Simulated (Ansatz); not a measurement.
**Ba2MgSb2: input and output**

input.yaml (Ansatz 0.2.0)

```yaml
crystal:
  lattice:
    - [0.0, 0.0, 6.969887]
    - [7.076843, -3.601213, 3.484943]
    - [7.076843, 3.601213, -3.484943]
  atoms:
    - { symbol: Ba, position: [0.29777, 0.06494, 0.66048] }
    - { symbol: Ba, position: [0.70223, 0.93506, 0.33952] }
    - { symbol: Ba, position: [0.20223, 0.66048, 0.06494] }
    - { symbol: Ba, position: [0.79777, 0.33952, 0.93506] }
    - { symbol: Sb, position: [0.29336, 0.81765, 0.40437] }
    - { symbol: Sb, position: [0.70664, 0.18235, 0.59563] }
    - { symbol: Sb, position: [0.20664, 0.40437, 0.81765] }
    - { symbol: Sb, position: [0.79336, 0.59563, 0.18235] }
    - { symbol: Mg, position: [0.25, 0.5, 0.5] }
    - { symbol: Mg, position: [0.75, 0.5, 0.5] }
  symmetry: { tolerance: 0.0003 }
kpoints:
  mp_grid: { grid: [6, 6, 6], shift: [0, 0, 0] }
  band_path:
    path:
      - [0.0, 0.0, 0.0]
      - [0.0, -0.5, -0.5]
      - [0.0, -0.31473788, -0.68526212]
      - [0.0, 0.31473788, -0.31473788]
      - [0.0, 0.0, 0.0]
      - [-0.62125017, -0.31062509, 0.31062509]
      - [-0.37874983, -0.68937491, -0.31062509]
      - [0.0, -0.5, -0.5]
      - [0.0, 0.0, 0.0]
      - [-0.5, 0.0, 0.0]
      - [-0.5, -0.25, -0.25]
    npoints: 6
magnetization:
  spin_polarized: false
scf:
  occupations: { method: fermi_dirac }
  lower_state_search: "off"
  max_iter: 200
hamiltonian:
  pseudopotentials: { kind: paw }
  xc: pbe
basis:
  ecutwfc: 420
  fft_grid_basis: typed
output:
  forces: true
  stress: true
  eigenvalues: true
  bader: true
  populations: true
  elf: true
  write_potential: true
  volumetric_format: npy
  dos:
    e_range: [-12, 8]
    de: 0.05
    projected: { site_lists: { Ba: [Ba], Mg: [Mg], Sb: [Sb] } }
checkpoint:
  read: saved_state
```

The run starts from an earlier solution of this cell. 

Output (shortened):

```
SCF iter   1: F=—  Δρ=3.39e-4  dr2=6.56e-4
SCF iter   2: F=—  Δρ=1.77e-4  dr2=1.01e-4
SCF iter   3: F=—  Δρ=5.13e-5  dr2=8.70e-6
SCF iter   4: F=—  Δρ=1.19e-5  dr2=1.04e-6
SCF iter   5: F=-53592.9518 eV  Δρ=4.39e-6  dr2=9.32e-8
Free energy (F): -53592.9518 eV
Harris-Foulkes:  -53592.9518 eV  (|F-HF|=1.25e-7)
Internal energy: -53592.9447 eV  (E = F + TS)
E sigma→0 (E₀):  -53592.9482 eV
Entropy (-TS):   -0.0071 eV (-0.709 meV/atom)
Fermi energy:    8.1337 eV
--- Per-component energies (eV) ---
  E_band       = -1617.2008
  E_kinetic    = 1664.4257
  E_local      = -12943.7435  (includes V_loc(G=0)·N_el)
  E_nonlocal   = 1872.6726
  E_hartree    = 5493.7994
  E_xc         = -1289.6933
  E_vxc        = -1010.2624  (∫ρ·V_xc dr)
  E_paw        = -39795.5505  (= ΣΔE_a)
  E_vpaw       = -2187.8868  (= ΣTr[D̂ρ^β])
  E_aug_tail   =  0.0000  (compensation charges beyond the density's cutoff)
  E_ewald      = -8594.8551
  E_smearing   = -0.0071  (= −TS)
--- Stress (GPa, compression-positive) ---
        3.2717       0.0000       0.0000
        0.0000       3.3436       0.0000
        0.0000       0.0000       3.2282
  P = ⅓ Tr σ = 3.2812 GPa (32.812 kbar)
```

Origin: a known structure type with other elements, at an estimated volume, so it need not be a known compound.
